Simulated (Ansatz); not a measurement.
GaAg (CsCl type, Pm-3m) at seven volumes, DFT-PBEsol in the program Ansatz with PAW potentials, scaled uniformly. One row is withheld.

```json
[
 {"V (Å³/atom)": "15.359", "P (GPa)": "10.51"},
 {"V (Å³/atom)": "15.865", "P (GPa)": "6.34"},
 {"V (Å³/atom)": "16.372", "P (GPa)": "2.86"},
 {"V (Å³/atom)": "16.878", "P (GPa)": "0.00"},
 {"V (Å³/atom)": "17.384", "P (GPa)": "-2.34"},
 {"V (Å³/atom)": "17.891", "P (GPa)": "?"},
 {"V (Å³/atom)": "18.397", "P (GPa)": "-5.78"}
]
```

Q: Fit the shown pressures and predict the withheld one.

A: P = (3/2)B₀(x^(7/2) − x^(5/2))[1 + (3/4)(B′ − 4)(x − 1)] with x = (V₀/V)^(2/3). Least squares on the six rows gives V₀ = 16.880 Å³/atom, B₀ = 85.6 GPa, B′ = 5.59. At V = 17.891, x = 0.9620 and P = -4.23 GPa. The run itself gave -4.23 GPa.

The workflow started from an entry of the Crystallography Open Database (COD). Its standing as an ambient phase is unchecked. The cell was relaxed with PBEsol under the symmetry of its start. At this level the phase is mechanically unstable. No spin polarisation was allowed.

Potentials: the later of the program's two PAW sets.
